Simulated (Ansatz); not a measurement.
TaTe:
```cif
data_Ta4Te4
_chemical_formula_sum 'Te4 Ta4'
_space_group_name_H-M_alt 'Cmcm'
_space_group_IT_number 63
_space_group_name_Hall '-C 2c 2'
_cell_length_a 3.62968
_cell_length_b 10.12143
_cell_length_c 4.73409
_cell_angle_alpha 90.000
_cell_angle_beta 90.000
_cell_angle_gamma 90.000
loop_
_atom_site_label
_atom_site_type_symbol
_atom_site_symmetry_multiplicity
_atom_site_Wyckoff_symbol
_atom_site_fract_x
_atom_site_fract_y
_atom_site_fract_z
_atom_site_occupancy
Te1 Te 4 c 0.00000 0.36370 0.25000 1
Ta1 Ta 4 c 0.00000 0.07718 0.25000 1
```
(The calculation used a cell of 4 atoms; values per cell refer to that cell.)

Relaxed at zero pressure with DFT-r²SCAN in the program Ansatz with PAW potentials.

Question: The volume is raised by 9 % and shape and atoms relax at that volume. What pressure results, and how do the axes share the change?

Answer: -7.7 GPa; a 4.4 %, b 1.9 %, c 2.5 %; the energy rises by 52 meV/atom.

Question: Give the new structure.

Answer: 
Space group Cmcm (No. 63); a = 3.789 Å, b = 10.310 Å, c = 4.853 Å, α = β = γ = 90.00°

| atom | site | symmetry | x | y | z |
|---|---|---|---|---|---|
| Te | 4c | m2m | 0.0000 | 0.3661 | 0.2500 |
| Ta | 4c | m2m | 0.0000 | 0.0737 | 0.2500 |

The phase is kept; no other phase was compared at this pressure.

The start of the workflow was typed in or built on a structure type; neither database checked (COD, Materials Project) lists it. Whether it is the stable phase at ambient conditions was not checked. The r²SCAN relaxation kept the symmetry of its start; whether a distortion lowers the energy is not shown. No spin polarisation was allowed. Spin–orbit coupling is left out wherever it is not named.

Potentials: the later of the program's two PAW sets.
